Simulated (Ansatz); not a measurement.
A geometry of AlCu away from equilibrium: step 13 of the relaxation of a generated cell, AlCu built in the AFLOW prototype AB_oP4_59_a_b (as in CuTe). These are PBE (plane waves to 420 eV, PAW, scalar-relativistic; Ansatz, a first-principles code) values and carry that method's errors. Γ-centred k-mesh 12×9×6 on the run's cell (coarser than for final values), Fermi–Dirac smearing 0.05 eV.

```xyz
4
Lattice="2.7816 0.0000 0.0000 0.0000 4.2617 0.0000 0.0000 0.0000 4.4965" Properties=species:S:1:pos:R:3:forces:R:3 pbc="T T T" free_energy=-14325.886 pressure_GPa=2.9
Al     0.0000     0.0000     0.4707    0.0000    0.0000    0.0013
Al     1.3908     2.1309     4.0258    0.0000    0.0000   -0.0013
Cu     0.0000     2.1309     1.8036    0.0000    0.0000   -0.0061
Cu     1.3908     0.0000     2.6928    0.0000    0.0000    0.0061
```

Positions in Å, forces in eV/Å, free energy of the cell in eV (comparable only within this code, potentials and settings). Largest force: 0.01 eV/Å, on Cu3, Cu4 (atoms numbered as listed); the geometry lies 0.02 eV/atom above the end of its relaxation.

No spin polarisation in the result.

The run could not lose the symmetry of its start; a randomly shaken copy of 8 atoms returns to this structure.

The end of the path is a generated cell of AlCu: the first start was made by placing the elements on the sites of a structure type, and the end was not matched to a known phase here, so it may be hypothetical.
